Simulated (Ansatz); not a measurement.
Data:

CuC₆:
```cif
data_C6Cu
_chemical_formula_sum 'C6 Cu1'
_space_group_name_H-M_alt 'P6/mmm'
_space_group_IT_number 191
_space_group_name_Hall '-P 6 2'
_cell_length_a 4.28783
_cell_length_b 4.28783
_cell_length_c 4.22096
_cell_angle_alpha 90.000
_cell_angle_beta 90.000
_cell_angle_gamma 120.000
loop_
_atom_site_label
_atom_site_type_symbol
_atom_site_symmetry_multiplicity
_atom_site_Wyckoff_symbol
_atom_site_fract_x
_atom_site_fract_y
_atom_site_fract_z
_atom_site_occupancy
C1 C 6 j 0.00000 0.33454 0.00000 1
Cu1 Cu 1 b 0.00000 0.00000 0.50000 1
```

This is the r²SCAN+D4-relaxed structure.

Q: All from plane-wave PAW r²SCAN+D4 (Ansatz code), unless another level is named. Predict the electronic character.

A: metallic (no gap).

Q: Next, the formation energy from the elements (no fitted shifts)?

A: 0.47 eV/atom.

Q: What about the density of states at the Fermi level?

A: 0.33 states/eV per atom (mean over ±0.08 eV).

A made-up cell: these elements were put on the sites of a structure type; neither database checked (COD, Materials Project) lists it. Whether it is the stable phase at ambient conditions was not checked. Symmetry was held in the r²SCAN+D4 relaxation; whether a distortion lowers the energy is not shown. The run is not spin-polarised. The references are the lowest solids computed at this level, not always the standard phases.

Potentials: the later of the program's two PAW sets.
